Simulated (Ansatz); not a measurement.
Values for one crystal, relaxed and computed with DFT-PBE in the program Ansatz with PAW potentials; other levels are named.

```yaml
volume_per_atom: 17.88 Å³
band_gap: 2.76 eV (indirect)
Formation energy from the elements (no fitted shifts): -1.44 eV/atom
valence_band_maximum: at Γ
conduction_band_minimum: at X (3 equivalent valleys)
smallest_direct_gap_on_the_standard_path: 3.60 eV
```

Q: Which of these materials gives this?
A. Na2S, anti-fluorite
B. MgS, rock salt
C. BeS, rock salt
D. SrCdSiS4, Ama2 (Pearson symbol oS28)

A: B, MgS, rock salt

Space group Fm-3m (rock salt). The cell was relaxed with PBE under the symmetry of its start. The references are the lowest solids computed at this level, not always the standard phases.

Potentials: the later of the program's two PAW sets.
